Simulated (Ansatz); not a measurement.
**How long does this Ansatz run take?**

```yaml
crystal:
  lattice:
    - [-0.8761689838, 5.1506447, 5.2029534954]
    - [4.2180060274, 0.0, 5.2029534954]
    - [5.0941750112, 5.1506447, 0.0]
  atoms:
    - { symbol: Hf, position: [0.4394813415, 0.2570073718, 0.0119403816] }
    - { symbol: Hf, position: [0.9467711196, 0.7628825225, 0.5133846992] }
    - { symbol: Hf, position: [0.5172277845, 0.2775251933, 0.4400449357] }
    - { symbol: Hf, position: [0.0139503664, 0.778946916, 0.9436753472] }
    - { symbol: Hf, position: [0.0584922565, 0.2341844321, 0.484455174] }
    - { symbol: Hf, position: [0.5484391083, 0.7428813823, 0.9876963109] }
    - { symbol: Hf, position: [0.9896624022, 0.2198698817, 0.0566616615] }
    - { symbol: Hf, position: [0.4899935493, 0.7195361738, 0.5556453571] }
    - { symbol: O, position: [0.631165753, 0.3450691018, 0.1047723912] }
    - { symbol: O, position: [0.1425936566, 0.8423886455, 0.5988044257] }
    - { symbol: O, position: [0.0951693211, 0.4262772142, 0.1459917067] }
    - { symbol: O, position: [0.6054535748, 0.9144157397, 0.6376300457] }
    - { symbol: O, position: [0.8603775707, 0.1563362788, 0.4012360861] }
    - { symbol: O, position: [0.3585730341, 0.6589899004, 0.8934141182] }
    - { symbol: O, position: [0.3988248511, 0.0827090978, 0.3652500267] }
    - { symbol: O, position: [0.9054367681, 0.5830005035, 0.8575084082] }
    - { symbol: "N", position: [0.2968518879, 0.029985496, 0.0508992383] }
    - { symbol: O, position: [0.8048389026, 0.5301419335, 0.5453691132] }
    - { symbol: O, position: [0.0375441071, 0.124734006, 0.8007145215] }
    - { symbol: O, position: [0.5527717696, 0.6181915561, 0.3021125663] }
    - { symbol: O, position: [0.2004833491, 0.4681030326, 0.4566898569] }
    - { symbol: O, position: [0.7006494447, 0.9689435995, 0.951143223] }
    - { symbol: O, position: [0.4618112455, 0.3781551394, 0.6933686283] }
    - { symbol: O, position: [0.9434368356, 0.8797248818, 0.2015917767] }
total_charge: -1
kpoints:
  mp_grid: { grid: [3, 3, 3] }
scf:
  occupations: { method: fermi_dirac, width: 0.01 }
hamiltonian:
  xc: r2scan
  pseudopotentials: { kind: paw }
output:
  forces: true
  stress: true
  populations: true
  efg:
    quadrupole_moments_barn: { Hf: 3.365, O: -0.02558, "N": 0.02044 }
    contact_densities: true
```

```sh
ansatz run input.yaml --threads 1 --pin off --max-ram 3072MiB --backend cpu --events-out ev --progress --plain --runs-dir out
```

It runs on 1 thread of Intel Xeon Platinum 8488C (Sapphire Rapids) (x86_64; 2 cores open to the job, memory cap 3.0 GiB, no GPU), a shared host with a load of 0.1 a core.

Problem. How much time and memory should be set aside?

Solution. About 2.5 min of wall time (2.5 min of CPU time) and 1.5 GiB. The run holds 304 valence electrons in 183 bands, about 6949 plane waves a k-point and 14 irreducible k-points, and took 10 SCF iterations. Times on a shared host vary by tens of per cent.
